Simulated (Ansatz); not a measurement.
This run works on a generated trial structure, not on a known crystal.

Input and command of a plane-wave DFT calculation in Ansatz:

```yaml
crystal:
  lattice:
    - [4.91888224, 0.0, 0.0]
    - [-2.45944112, 4.25987698, 0.0]
    - [0.0, 0.0, 8.72053399]
  atoms:
    - { symbol: Ti, position: [0.33333333, 0.66666667, 0.5] }
    - { symbol: Ti, position: [0.66666667, 0.33333333, 0.5] }
    - { symbol: Ti, position: [0.0, 0.0, 0.32657676] }
    - { symbol: Ti, position: [0.0, 0.0, 0.67342324] }
    - { symbol: Bi, position: [0.33333333, 0.66666667, 0.0] }
    - { symbol: Bi, position: [0.66666667, 0.33333333, 0.0] }
    - { symbol: Te, position: [0.0, 0.0, 0.0] }
basis:
  ecutwfc: 420
kpoints:
  mp_grid: { grid: [4, 4, 2] }
hamiltonian:
  xc: pbe
scf:
  occupations: { method: gaussian, width: 0.2 }
  lower_state_search: "off"
output:
  forces: true
  stress: true
  eigenvalues: true
relax:
  adjacent_minimum: "off"
  f_tol: 0.08
  max_steps: 16
  cell: { stress_tol: 0.8 }
```

```bash
ansatz run input.yaml --threads 1 --pin off --max-ram 2560MiB --backend cpu --events-out ev --progress --plain --runs-dir out
```

Processor: Intel(R) Xeon(R) Processor @ 2.50GHz (Skylake/Cascade Lake), 1 thread, on a host shared with other jobs.

Question: How long does it run, and how much memory does it take?

Answer: About 120 s, peak memory 0.52 GiB. It solves 57 bands at 8 k points (after reduction by symmetry) with about 3631 plane waves (on the last cell), in 51 SCF iterations over 7 ionic steps.
